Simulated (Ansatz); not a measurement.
**Deforming Sn2Ir**

```yaml
crystal:
  lattice:
    - [0.00000, 3.16900, 3.16900]
    - [3.16900, 0.00000, 3.16900]
    - [3.16900, 3.16900, 0.00000]
  atoms:
    - { symbol: Sn, position: [0.25000, 0.25000, 0.25000] }
    - { symbol: Sn, position: [0.75000, 0.75000, 0.75000] }
    - { symbol: Ir, position: [0.00000, 0.00000, 0.00000] }
```

Atoms are numbered in the order listed.

The cell is COD entry 9009019, as deposited and not checked against the literature; nothing was relaxed.

Spin polarisation is left out, and whether a magnetic state lies lower isn't shown here.

Spin–orbit coupling is left out, though it moves levels of the heavy atoms by tenths of an eV or more.

Level of theory: Ansatz 0.2.0, DFT, LDA, all-electron PAW with datasets made for the crystal, scalar-relativistic.

Settings: a Γ-centred 10×10×10 k mesh, Fermi–Dirac smearing of 0.03 eV, cutoff 260 eV (chosen by the program for this cell), no spin polarisation.

The unchanged cell is at -2.14 GPa.

In a metal, stresses and small energies carry noise from the k mesh.

x, y and z are the Cartesian axes of the cell as listed; fractional coordinates follow a strain, and an engineering shear is twice the off-diagonal strain component.

Q: With this change (equal xy, yz and zx engineering shear strains of -2 %), what becomes of the energy and stress and forces?

A: Energy change +5 meV/atom; stress change (xx, yy, zz, yz, xz, xy) 0.18, 0.18, 0.18, 1.28, 1.28, 1.28 GPa, compression positive; change of the force on Sn1 (0.149, 0.149, 0.149) eV/Å.

Q: With this change (equal xy, yz and zx engineering shear strains of -1 %), what becomes of the energy and stress and forces?

A: Energy change +1 meV/atom; stress change (xx, yy, zz, yz, xz, xy) 0.04, 0.04, 0.04, 0.55, 0.55, 0.55 GPa, compression positive; change of the force on Sn2 (-0.073, -0.073, -0.073) eV/Å.

Q: With this change (equal xy, yz and zx engineering shear strains of +1 %), what becomes of the energy and stress and forces?

A: Energy change under 1 meV/atom; stress change (xx, yy, zz, yz, xz, xy) 0.03, 0.03, 0.03, -0.47, -0.47, -0.47 GPa, compression positive; change of the force on Sn1 (-0.067, -0.067, -0.067) eV/Å.

Q: With this change (equal xy, yz and zx engineering shear strains of +2 %), what becomes of the energy and stress and forces?

A: Energy change +4 meV/atom; stress change (xx, yy, zz, yz, xz, xy) 0.15, 0.15, 0.15, -0.94, -0.94, -0.94 GPa, compression positive; change of the force on Sn1 (-0.125, -0.125, -0.125) eV/Å.
